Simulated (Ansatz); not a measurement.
HgS (wurtzite, space group No. 186) under volume change, plane-wave PAW PBEsol (Ansatz code), shape and atoms relaxed at each volume.

```tsv
V (Å³/atom)	E − E(relaxed) (meV/atom)	P (GPa)
23.083	46.2	7.11
23.844	…	…
24.605	4.5	1.96
25.366	0.0	0.00
26.127	4.0	-1.65
26.888	…	…
27.649	32.4	-4.17
```

Problem. Some entries are withheld; supply them.

Solution. 
- 26.888, E − E(relaxed) (meV/atom): 15.2
- 26.888, P (GPa): -3.02
- 23.844, E − E(relaxed) (meV/atom): 19.3
- 23.844, P (GPa): 4.31

Problem. What does a third-order Birch–Murnaghan fit give for V₀, B₀ and B′?

Solution. V₀ = 25.37 Å³/atom, B₀ = 59.8 GPa, B′ = 4.9.

Space group P6_3mc (wurtzite). The workflow started from a Materials Project entry (that database holds measured and hypothetical structures alike); the Crystallography Open Database copy checked does not list it. COD files the formula under space group No. 152, 154, 166, 216, so this cell is another polymorph or a model. Whether it is the stable phase at ambient conditions was not checked. The cell was relaxed with PBEsol under the symmetry of its start; its stability against distortions is not shown here. Scalar-relativistic: spin–orbit coupling is off unless named, which matters more the heavier the elements.

Potentials: the later of the program's two PAW sets.
